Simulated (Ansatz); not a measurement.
Ge:
```
Ge
1.0
    3.99763     0.00000     0.00000
   -1.99881     3.46205     0.00000
    0.00000     0.00000     6.59406
Ge
4
Direct
  0.66667   0.33333   0.06285
  0.33333   0.66667   0.93715
  0.33333   0.66667   0.56285
  0.66667   0.33333   0.43715
```

Relaxed with PBEsol. Special points in fractions of this cell's reciprocal vectors: Γ (0.000, 0.000, 0.000); M (0.500, 0.000, 0.000); K (0.333, 0.333, 0.000); A (0.000, 0.000, 0.500); L (0.500, 0.000, 0.500); H (0.333, 0.333, 0.500).

List the band energies nearest the Fermi level at these points for the program Ansatz at the PBEsol level (PAW).

In eV from the Fermi level; about four levels below and three above (degenerate sets whole), none deeper than 8.9 eV; points with the same levels are listed once.

```tsv
k	below	above
Γ	-1.47 -1.47 -0.14 -0.14 -0.03	0.13 0.13 2.25 2.25
M	-4.60 -3.07 -2.83 -1.43	0.47 1.62 3.50
K	-5.00 -3.48 -3.48 -3.20	1.40 4.57 4.57
A	-0.85 -0.85 -0.85 -0.85	0.64 0.64 3.35 3.35 3.35 3.35
L	-2.54 -2.54 -2.41 -2.41	0.48 0.48 2.06 2.06
H	-4.30 -4.30 -2.01 -2.01	1.21 1.21 4.06 4.06
```

Space group P6_3/mmc. The first step of the workflow began from a Materials Project structure, measured or hypothetical; the Crystallography Open Database copy checked does not list it. It is not the phase usual at ambient conditions (space group No. 227). The PBEsol relaxation kept the symmetry of its start; of distortions, only those at the zone centre were tested. The Fermi level of a semimetal is unsure by some 0.05 eV on such meshes. Scalar-relativistic: spin–orbit coupling is off unless named, which matters more the heavier the elements.

Potentials: the earlier of the program's two PAW sets.
